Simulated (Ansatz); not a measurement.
Method: Ansatz, DFT PBE, scalar-relativistic, plane waves, PAW. Settings: cutoff 420 eV, Γ-centred meshes spaced at most about 0.3 Å⁻¹, and about 0.25 Å⁻¹ or finer for metals (2π included), Gaussian smearing. No spin polarisation in the final relaxations.

All energies are static (0 K, no zero-point motion). All come from trial cells, and lower structures may exist.

**Question.** These unrelaxed guesses for LiB₂ are each relaxed within their symmetry. Order them by the energy at which they end, lowest first.
1.

```xyz
3
Lattice="1.5561 0.8984 3.9908 -1.5561 0.8984 3.9908 0.0000 -1.7969 3.9908" Properties=species:S:1:pos:R:3 pbc="T T T"
Li    0.0000    0.0000    0.0000
B     0.0000    0.0000    4.9813
B     0.0000    0.0000    6.9912
```

2.

```xyz
6
Lattice="2.1993 -4.6906 0.0000 2.1993 4.6906 0.0000 0.0000 0.0000 3.1259" Properties=species:S:1:pos:R:3 pbc="T T T"
Li    1.0996    2.3453    0.0000
Li    1.0996   -2.3453    0.0000
B     0.9315    1.0306    1.5629
B     3.4670   -1.0306    1.5629
B     0.9315   -1.0306    1.5629
B     3.4670    1.0306    1.5629
```

3.

```xyz
3
Lattice="2.8406 0.0000 0.0000 -1.4203 2.4601 0.0000 0.0000 0.0000 4.4779" Properties=species:S:1:pos:R:3 pbc="T T T"
Li    0.0000    0.0000    0.0000
B     1.4203    0.8200    3.2463
B     1.4203    0.8200    1.2316
```

**Answer.** 1 (ends in R-3m, 0 meV/atom), 2 (ends in Pmmm, 136 meV/atom), 3 (ends in P-6m2, 287 meV/atom). Even the lowest end lies +0.60 eV/atom against the elements.

A magnetic state wasn't ruled out in cells without spin, among them R-3m, Pmmm, P-6m2. Cells relaxed within their symmetry can be saddle points. Some types were kept out of the candidates beforehand, so the set may lack a known form.
